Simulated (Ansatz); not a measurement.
PdSeO₄:
```
CELL_PARAMETERS angstrom
      3.89253     3.20828     0.00000
     -3.89253     3.20828     0.00000
     -1.16772     0.00000     7.60312
ATOMIC_POSITIONS crystal
  Pd 0.00000 0.50000 0.50000
  Pd 0.50000 0.00000 0.00000
  Se 0.06611 0.06611 0.25000
  Se 0.93389 0.93389 0.75000
  O  0.88364 0.25611 0.71103
  O  0.11636 0.74389 0.28897
  O  0.25611 0.88364 0.78897
  O  0.74389 0.11636 0.21103
  O  0.19881 0.23240 0.42651
  O  0.80119 0.76760 0.57349
  O  0.23240 0.19881 0.07349
  O  0.76760 0.80119 0.92651
```

Relaxed with PBEsol. Special points in fractions of this cell's reciprocal vectors: Γ (0.000, 0.000, 0.000); C (0.424, 0.424, 0.000); C2 (-0.424, 0.576, 0.000); Y2 (-0.500, 0.500, 0.000); M2 (-0.500, 0.500, 0.500); D (-0.397, 0.603, 0.500); D2 (0.397, 0.397, 0.500); A (0.000, 0.000, 0.500); L2 (0.000, 0.500, 0.500); V2 (0.000, 0.500, 0.000).

### Question
List the band energies nearest the valence-band maximum at these points for plane-wave PAW PBEsol with spin–orbit coupling (Ansatz code).

### Answer
In eV from the valence-band maximum; about four levels below and three above (degenerate sets whole), none deeper than 8.9 eV; points with the same levels are listed once.

```json
[
 {"k": "Γ", "below": "-0.23 -0.23 -0.05 -0.05", "above": "1.82 1.82 1.96 1.96"},
 {"k": "C", "below": "-0.39 -0.39 -0.02 -0.02", "above": "1.49 1.49 1.57 1.57"},
 {"k": "Y2", "below": "-0.39 -0.39 0.00 0.00", "above": "1.47 1.47 1.58 1.58"},
 {"k": "M2", "below": "-0.22 -0.22 -0.22 -0.22", "above": "1.35 1.35 1.35 1.35"},
 {"k": "D", "below": "-0.25 -0.25 -0.21 -0.21", "above": "1.38 1.38 1.40 1.40"},
 {"k": "A", "below": "-0.24 -0.24 -0.24 -0.24", "above": "1.88 1.88 1.88 1.88"},
 {"k": "L2", "below": "-0.28 -0.28 -0.12 -0.12", "above": "1.39 1.39 1.91 1.91"},
 {"k": "V2", "below": "-0.21 -0.21 -0.19 -0.19", "above": "1.42 1.42 1.92 1.92"}
]
```

Space group C2/c. The first step of the workflow began from a Materials Project structure, measured or hypothetical; the Crystallography Open Database copy checked does not list it. Whether it is the stable phase at ambient conditions was not checked. The PBEsol relaxation kept the symmetry of its start; its stability against distortions is not shown here. The run is not spin-polarised.

Potentials: the later of the program's two PAW sets.
